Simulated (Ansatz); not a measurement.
MnSb in the zincblende structure

The computed numbers are results of PBEsol, scalar-relativistic (collinear spin) in the plane-wave PAW code Ansatz at 420 eV, 10×10×10 k-mesh, Gaussian smearing of 0.05 eV. The datasets are Ansatz's generated set soft_2.

```
Mn Sb
1.0
     0.00000    3.03584    3.03584
     3.03584    0.00000    3.03584
     3.03584    3.03584    0.00000
Mn Sb
1 1
Direct
  0.00000 0.00000 0.00000
  0.25000 0.25000 0.25000
```

The start was a prototype's sites filled with these elements. The Crystallography Open Database lists the compound in space group P63/mmc, so this is a trial structure.

Magnetic state: ferromagnetic, site spin moments Mn 3.79; Sb -0.12 μB.

The cell above was scaled in volume, its shape and atoms being fixed by the lattice's symmetry. Energies are counted from the cell above.

```
V (Å³/atom)  ΔE (meV/atom)  P (GPa)  largest moment (μB)
      26.86            7.4      1.8                 3.68
      27.42            2.0      1.0                 3.76
      27.98            0.0      0.0                 3.79
      28.54            1.8     -1.0                 3.82
      29.10            6.8     -1.9                 3.85
```

Q: Can a bulk modulus be trusted from these points?

A: No. The energies are smooth (scatter 0.04 meV/atom), but the fit's B0′ of 0.4 is out of the usual range: the curve is too flat or too lopsided over this range, or mesh noise enters, and a third-order form can't fix it.

The moment grows with the volume: wider spacing narrows the bands, and exchange then polarises them more fully.

Spin–orbit coupling, which matters for such heavy elements, is left out. Site moments are of spin, integrated over atomic spheres. No antiparallel order was tried. The run is a metal.
